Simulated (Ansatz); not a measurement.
A geometry of Si$_{2}$W away from equilibrium: step 2 of the relaxation of a relaxed Si2W cell displaced along its unstable phonon at q = (0, 0, ½) of its primitive reciprocal cell (166i cm⁻¹), largest move 0.15 Å. All values below come from PBE (plane waves to 420 eV, PAW, scalar-relativistic; Ansatz, a program for electronic structure). Γ-centred k-mesh 5×5×6 on the run's cell (coarser than for final values), Fermi–Dirac smearing 0.05 eV.

```xyz
12
Lattice="6.5205 0.0244 0.0000 0.0244 6.5205 0.0000 0.0000 0.0000 5.5566" Properties=species:S:1:pos:R:3:forces:R:3 pbc="T T T" free_energy=-46625.232 pressure_GPa=-0.6
W      3.2725     3.2725     1.4269    0.0000    0.0000    0.4742
W      3.2725     3.2725     4.1508    0.0000    0.0000   -0.4673
W      0.0000     0.0000     0.1058    0.0000    0.0000    0.4268
W      0.0000     0.0000     2.6513    0.0000    0.0000   -0.4377
Si     5.0047     5.0047     1.3721    0.0662    0.0662   -0.0980
Si     5.0786     5.0786     4.1621    0.0581    0.0581    0.0221
Si     1.7831     4.7618    -0.0664    0.1236   -0.1236    0.1163
Si     1.7681     4.7768     2.8670    0.0704   -0.0704   -0.0383
Si     4.7618     1.7831    -0.0664   -0.1236    0.1236    0.1163
Si     4.7768     1.7681     2.8670   -0.0704    0.0704   -0.0383
Si     1.5402     1.5402     1.3721   -0.0662   -0.0662   -0.0980
Si     1.4663     1.4663     4.1621   -0.0581   -0.0581    0.0221
```

Positions in Å, forces in eV/Å, free energy of the cell in eV (comparable only within this code, potentials and settings). Largest force: 0.47 eV/Å, on W1, W2 (atoms numbered as listed); the geometry lies 0.10 eV/atom above the end of its relaxation.

No spin polarisation in the result.

The run could not lose the symmetry of its start, so the end can be a saddle point.

The end of the path is a generated cell of Si2W: the first start was made by placing the elements on the sites of a structure type, and the end was not matched to a known phase here, so it may be hypothetical. Known forms of Si2W include space group No. 139.
